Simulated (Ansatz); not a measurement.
Input:

GaS:
```cif
data_Ga4S4
_chemical_formula_sum 'Ga4 S4'
_space_group_name_H-M_alt 'P 1'
_space_group_IT_number 1
_cell_length_a 3.59053
_cell_length_b 3.59053
_cell_length_c 15.44702
_cell_angle_alpha 90.000
_cell_angle_beta 90.000
_cell_angle_gamma 120.000
loop_
_space_group_symop_operation_xyz
  'x, y, z'
loop_
_atom_site_label
_atom_site_type_symbol
_atom_site_fract_x
_atom_site_fract_y
_atom_site_fract_z
_atom_site_occupancy
Ga1 Ga 0.33333 0.66667 0.17077 1
Ga2 Ga 0.66667 0.33333 0.67077 1
Ga3 Ga 0.33333 0.66667 0.32923 1
Ga4 Ga 0.66667 0.33333 0.82923 1
S1 S 0.33333 0.66667 0.60033 1
S2 S 0.66667 0.33333 0.10033 1
S3 S 0.33333 0.66667 0.89967 1
S4 S 0.66667 0.33333 0.39967 1
```

This is the PBE+D3(BJ)-relaxed structure.

Task: All from DFT-PBE+D3(BJ) in the program Ansatz with PAW potentials, unless another level is named. Give the Bader charges.

Result: Ga +0.82, S -0.82 e.

Task: Next, the static dielectric constant ε0 (ions relaxed, cell fixed)?

Result: 10.2 (xx = yy), 6.00 (zz).

Task: And the Born charges (a third of the trace)?

Result: Ga +1.84, S -1.84 e.

Task: Predict the electronic dielectric constant ε∞ (DFPT).

Result: 6.99 (xx = yy), 5.49 (zz).

Space group P6_3/mmc. Symmetry was held in the PBE+D3(BJ) relaxation. Spin–orbit coupling is left out wherever it is not named.

Potentials: the later of the program's two PAW sets.
